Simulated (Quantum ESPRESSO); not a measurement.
pw.x input (Quantum ESPRESSO 7.5; LDA, PseudoDojo standard norm-conserving files, scalar-relativistic):

```
&CONTROL
  calculation = 'scf'
  pseudo_dir = './pseudo'
  outdir = './out'
  tprnfor = .true.
  tstress = .true.
/
&SYSTEM
  ibrav = 0
  nat = 3
  ntyp = 2
  ecutwfc = 68.0
  ecutrho = 272.0
  occupations = 'smearing'
  smearing = 'fd'
  degauss = 0.002
  nbnd = 16
/
&ELECTRONS
  conv_thr = 3e-10
/
ATOMIC_SPECIES
Cl 35.4500 Cl.upf
Sr 87.6200 Sr.upf
CELL_PARAMETERS angstrom
  0.000000000000   3.399484294000   3.399484294000
  3.399484294000   0.000000000000   3.399484294000
  3.399484294000   3.399484294000   0.000000000000
ATOMIC_POSITIONS crystal
Cl   0.750000000000   0.750000000000   0.750000000000
Cl   0.250000000000   0.250000000000   0.250000000000
Sr   0.000000000000   0.000000000000   0.000000000000
K_POINTS automatic
8 8 8 0 0 0
```

End of the output:

```
     total energy              =    -134.70233506 Ry
     estimated scf accuracy    <       0.00000268 Ry
     total energy              =    -134.70233570 Ry
     estimated scf accuracy    <          4.7E-09 Ry
     total energy              =    -134.70233572 Ry
     estimated scf accuracy    <          3.7E-09 Ry
[...]
     the Fermi energy is     7.4822 ev
!    total energy              =    -134.70233572 Ry
     estimated scf accuracy    <          7.8E-11 Ry
     smearing contrib. (-TS)   =       0.00000000 Ry
     internal energy E=F+TS    =    -134.70233572 Ry
     The total energy is F=E-TS. E is the sum of the following terms:
     one-electron contribution =     -25.65186625 Ry
     hartree contribution      =      22.08627680 Ry
     xc contribution           =     -34.69213238 Ry
     ewald contribution        =     -96.44461389 Ry
     convergence has been achieved in   8 iterations
     Forces acting on atoms (cartesian axes, Ry/au):
     atom    1 type  1   force =    -0.00000000   -0.00000000    0.00000000
     atom    2 type  1   force =     0.00000000    0.00000000    0.00000000
     atom    3 type  2   force =     0.00000000   -0.00000000   -0.00000000
     Total force =     0.000000     Total SCF correction =     0.000000
     Computing stress (Cartesian axis) and pressure
          total   stress  (Ry/bohr**3)                   (kbar)     P=       -0.05
  -0.00000032   0.00000000   0.00000000           -0.05        0.00        0.00
   0.00000000  -0.00000032   0.00000000            0.00       -0.05        0.00
   0.00000000   0.00000000  -0.00000032            0.00        0.00       -0.05
```
In a gapped system the printed Fermi energy is only some level inside the gap.

Geometry relaxed with LDA.
